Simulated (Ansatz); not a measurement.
TiC: from a starting cell to a relaxed one

The start is a randomly generated symmetric cell of TiC (space group No. 194). The cell and all atomic positions are relaxed at zero pressure with PBEsol (plane waves to 420 eV, PAW, scalar-relativistic; Ansatz, a program for electronic structure). First-step values are on the input's coarse k-mesh.

Ansatz input (later rounds restart from its end on a renewed k-mesh):
Ansatz 0.2 input:
```yaml
crystal:
  lattice:
    - [2.6566138, 0, 0]
    - [-1.3283069, 2.300695, 0]
    - [0, 0, 6.8875523]
  atoms:
    - { symbol: C, position: [0, 0, 0] }
    - { symbol: C, position: [0, 0, 0.5] }
    - { symbol: Ti, position: [0.33333333, 0.66666667, 0.25] }
    - { symbol: Ti, position: [0.66666667, 0.33333333, 0.75] }
basis: { ecutwfc: 420, ecutrho_ratio: 4, xc_grid: 2, fft_grid_basis: typed }
kpoints: { mp_grid: { grid: [10, 10, 4] } }
hamiltonian:
  xc: pbesol
  dispersion: none
  pseudopotentials: { azcp: { folder: ./paw }, kind: paw }
scf: { occupations: { method: fermi_dirac, width: 0.05 } }
relax: { f_tol: 0.01, max_steps: 100, cell: { stress_tol: 0.02 } }
output: { forces: true, stress: true }
```

### Question
By how much does the energy per atom fall from start to end?

### Answer
1.35 eV/atom.

### Question
How does the volume change?

### Answer
-6.1 %, from 10.52 to 9.88 Å³/atom.

### Question
How do the shortest distances between atoms change?

### Answer
The closest pairs of elements (up to four, under 3.6 Å), start → end: C–Ti 2.31 → 2.15 Å; C–C 2.66 → 2.32 Å; Ti–Ti 2.66 → 2.95 Å.

### Question
Give the final cell and atomic positions.

### Answer

Space group P6₃/mmc (No. 194); a = b = 3.132 Å, c = 4.650 Å, α = β = 90.00°, γ = 120.00°

```csv
atom,site,symmetry,x,y,z
C,2a,-3m.,0.0000,0.0000,0.0000
Ti,2c,-6m2,0.3333,0.6667,0.2500
```

The space group stays P6₃/mmc (No. 194) (the run could not lower it); the end is NiAs type, with 4 atoms in the primitive cell. Final values are on a 17×17×10 k-mesh of the relaxed cell. No spin polarisation in the result.

The run could not lose the symmetry of its start; a randomly shaken copy of 8 atoms returns to this structure.

All atoms sit on sites fixed by symmetry, so only the cell could relax.

The relaxed structure here is a generated cell of TiC: the first start was made by a random draw of sites in a space group, and the end was not matched to a known phase here, so it may be hypothetical. Known forms of TiC include space group No. 225.
